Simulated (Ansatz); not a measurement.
NaI (rock salt, space group No. 225), plane-wave PAW LDA (Ansatz code): ε∞ = 3.63, cell volume 61.32 Å³. Infrared-active transverse modes:

| ω_TO (cm⁻¹) | oscillator strength S_xx (e²/amu) |
|---|---|
| 130.9 | 0.06972 |

### Question
Compute the static dielectric constant.

### Answer
Each mode adds (4.921e7/V) S/ω²: 3.27. So ε0 = 6.89.

### Question
What LO frequency does the Lyddane–Sachs–Teller relation give?

### Answer
ω_LO = ω_TO √(ε0/ε∞) = 180 cm⁻¹.

Space group Fm-3m (rock salt). The LDA relaxation kept the symmetry of its start; phonons on a q-mesh show no instability. Scalar-relativistic: spin–orbit coupling is off unless named, which matters more the heavier the elements.

Potentials: the later of the program's two PAW sets.
